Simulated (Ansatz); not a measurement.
Cs2O2:
```yaml
crystal:
  lattice:
    - [-2.15713, 3.22994, 3.77381]
    - [2.15713, -3.22994, 3.77381]
    - [2.15713, 3.22994, -3.77381]
  atoms:
    - { symbol: Cs, position: [0.25411, 0.25411, 0.00000] }
    - { symbol: Cs, position: [0.74589, 0.74589, 0.00000] }
    - { symbol: O, position: [0.61585, 0.00000, 0.61585] }
    - { symbol: O, position: [0.38415, 0.00000, 0.38415] }
```

Relaxed with r²SCAN. Special points in fractions of this cell's reciprocal vectors: Γ (0.000, 0.000, 0.000); X (0.500, 0.500, -0.500); F2 (0.332, 0.668, -0.332); Σ0 (-0.332, 0.332, 0.332); Y0 (0.433, -0.433, 0.433); U0 (0.567, 0.433, -0.433); R (0.000, 0.500, 0.000); W (0.250, 0.250, 0.250); S (0.500, 0.000, 0.000); T (0.000, 0.000, 0.500).

**Question.** List the band energies nearest the valence-band maximum at these points for r²SCAN in the plane-wave PAW code Ansatz.

**Answer.** In eV from the valence-band maximum; about four levels below and three above (degenerate sets whole), none deeper than 8.9 eV; points with the same levels are listed once.

| k | below | above |
|---|---|---|
| Γ | -4.01 -3.96 -0.68 0.00 | 2.28 2.58 3.33 |
| X | -4.12 -3.70 -0.60 -0.43 | 2.36 4.22 4.33 |
| F2 | -3.68 -3.61 -0.62 -0.58 | 2.92 4.28 4.85 |
| Y0 | -4.08 -3.71 -0.60 -0.44 | 2.40 3.94 4.39 |
| R | -3.63 -3.50 -0.76 -0.38 | 3.07 4.10 5.30 |
| W | -3.66 -3.52 -0.77 -0.63 | 3.52 3.71 3.94 |
| S | -3.96 -3.82 -0.51 -0.42 | 2.85 4.18 4.47 |
| T | -3.66 -3.56 -0.76 -0.68 | 3.15 3.22 3.97 |

Space group Immm. The first step of the workflow began from a Materials Project structure, measured or hypothetical; the Crystallography Open Database copy checked does not list it. Its standing as an ambient phase is unchecked. The r²SCAN relaxation kept the symmetry of its start; whether a distortion lowers the energy is not shown. Scalar-relativistic: spin–orbit coupling is off unless named, which matters more the heavier the elements.

Potentials: the later of the program's two PAW sets.
